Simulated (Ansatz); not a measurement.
Relaxation of a relaxed Pd cell, doubled along one cell vector, shaken by Gaussian noise of σ = 0.08 Å a coordinate; 4 atoms in the cell, which starts as P1 (No. 1), aP4; a = 2.722 Å, b = 2.722 Å, c = 9.112 Å, α = 90.00°, β = 90.00°, γ = 120.00°. Level of theory: PBEsol (plane waves to 420 eV, PAW, scalar-relativistic; Ansatz, a quantum-chemistry and plane-wave program). Γ-centred k-mesh 14×14×4 on the run's cell (coarser than for final values), Fermi–Dirac smearing 0.05 eV. This is the first round of the run. 

The optimiser's lines from the output (shortened; P is positive under compression):

```
relax step   1: F+E_penalty+E_count = -27626.40256703 eV  Δ(F+E_penalty+E_count) = +0.000e0 eV  max|allowed force component| = 9.387e-1 eV/Å  Δτ_max = 0.0000 Å  P = +0.889 GPa  Ω = 58.490 Å³  (7 SCF iters, dr2 threshold 1.00e-7 eV, accepted)
relax step   2: F+E_penalty+E_count = -27626.39666505 eV  Δ(F+E_penalty+E_count) = +5.902e-3 eV  max|allowed force component| = 1.110e0 eV/Å  Δτ_max = 0.1543 Å  P = +2.806 GPa  Ω = 57.926 Å³  (8 SCF iters, dr2 threshold 4.00e-7 eV, rejected (line search))
relax step   3: F+E_penalty+E_count = -27626.46819309 eV  Δ(F+E_penalty+E_count) = -6.563e-2 eV  max|allowed force component| = 2.050e-1 eV/Å  Δτ_max = 0.0771 Å  P = -0.121 GPa  Ω = 58.539 Å³  (12 SCF iters, accepted)
relax step   4: F+E_penalty+E_count = -27626.47170089 eV  Δ(F+E_penalty+E_count) = -3.508e-3 eV  max|allowed force component| = 1.693e-3 eV/Å  Δτ_max = 0.0283 Å  P = -0.003 GPa  Ω = 58.493 Å³  (6 SCF iters, dr2 threshold 4.00e-7 eV, accepted)
relax step   5: F+E_penalty+E_count = -27626.47170703 eV  Δ(F+E_penalty+E_count) = -6.134e-6 eV  max|allowed force component| = 9.586e-5 eV/Å  Δτ_max = 0.0011 Å  P = -0.000 GPa  Ω = 58.492 Å³  (6 SCF iters, dr2 threshold 2.98e-9 eV, accepted)
relax step   6: F+E_penalty+E_count = -27626.47170993 eV  Δ(F+E_penalty+E_count) = -2.903e-6 eV  max|allowed force component| = 9.439e-5 eV/Å  Δτ_max = 0.0000 Å  P = -0.001 GPa  Ω = 58.492 Å³  stress off target by 3.17e-3 GPa  SCF on the basis re-selected at this cell (its energy is not comparable with the rows above)  (9 SCF iters)
```

From the first to the last row the energy changes by -0.02 eV/atom and the volume by 0.0 %. The last row is marked as not comparable with the walk above it, whose basis was carried along; it does compare with step 1, since both stand on a basis selected at the nominal cutoff for their own cell.

Step 2 was rejected by the optimiser.

Later rounds, restarted from the end of this one on a renewed k-mesh, logged 4 more steps and released under 0.01 eV/atom more. The final structure after all rounds: P6₃/mmc (No. 194), hP2, hcp (Mg type); a = 2.722 Å, b = 2.722 Å, c = 4.556 Å, α = 90.00°, β = 90.00°, γ = 120.00°. No spin polarisation in the result. A magnetic state may lie lower.

The relaxed structure here is a generated cell of Pd: the first start was made by placing the elements on the sites of a structure type, and the end was not matched to a known phase here, so it may be hypothetical. Known forms of Pd include space group No. 225.
